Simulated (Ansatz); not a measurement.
According to r²SCAN (plane waves, PAW; program Ansatz), Cu in the tetragonal phase (P4_2/mnm; Pearson symbol tP30) relaxes to a = 8.714 Å, c = 4.613 Å.

Electronic character: metallic (no gap).

The bulk modulus is 155 GPa.

The start of the workflow was typed in or built on a structure type; neither database checked (COD, Materials Project) lists it. It is not the phase usual at ambient conditions (space group No. 225). The r²SCAN relaxation kept the symmetry of its start; its stability against distortions is not shown here. No spin polarisation was allowed. Axis ratios of metals converge slowly with the k-mesh, so a and c are less sure than the volume.

Potentials: the later of the program's two PAW sets.
